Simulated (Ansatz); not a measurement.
Ti₂Zn:
```
CELL_PARAMETERS angstrom
     -1.51164     1.51164     5.27637
      1.51164    -1.51164     5.27637
      1.51164     1.51164    -5.27637
ATOMIC_POSITIONS crystal
  Ti 0.66363 0.66363 0.00000
  Ti 0.33637 0.33637 0.00000
  Zn 0.00000 0.00000 0.00000
```

Relaxed with r²SCAN. Special points in fractions of this cell's reciprocal vectors: Γ (0.000, 0.000, 0.000); X (0.000, 0.000, 0.500); P (0.250, 0.250, 0.250); N (0.000, 0.500, 0.000); M (0.500, 0.500, -0.500); S (0.271, 0.729, -0.271); S0 (-0.271, 0.271, 0.271); R (-0.041, 0.041, 0.500); G (0.500, 0.500, -0.041).

### Question
List the band energies nearest the Fermi level at these points for plane-wave PAW r²SCAN (Ansatz code).

### Answer
In eV from the Fermi level; about four levels below and three above (degenerate sets whole), none deeper than 8.9 eV; points with the same levels are listed once.

| k | below | above |
|---|---|---|
| Γ | -7.06 -3.40 -1.82 -1.52 | 0.44 1.24 1.24 |
| X | -2.31 -2.01 -1.47 -0.91 | 0.60 1.31 2.06 |
| P | -1.83 -1.83 -0.20 -0.20 | 1.56 2.63 3.20 3.20 |
| N | -3.68 -1.85 -0.90 -0.46 | 0.73 0.74 0.75 |
| M | -7.06 -5.49 -1.50 -1.43 | 0.48 0.82 0.82 |
| S | -3.28 -2.13 -0.69 -0.62 | 0.37 0.75 0.97 |
| R | -2.29 -1.96 -1.61 -0.91 | 0.54 1.38 2.03 |

Space group I4/mmm (MoSi2 or CaC2 type). The workflow started from a Materials Project entry (that database holds measured and hypothetical structures alike); the Crystallography Open Database copy checked does not list it. With Ti and Zn taken as one species the cell has the higher symmetry I4/mmm, so it may be an ordered model of a mixed-site phase. Its standing as an ambient phase is unchecked. The r²SCAN relaxation kept the symmetry of its start; its stability against distortions is not shown here. No spin polarisation was allowed.

Potentials: the later of the program's two PAW sets.
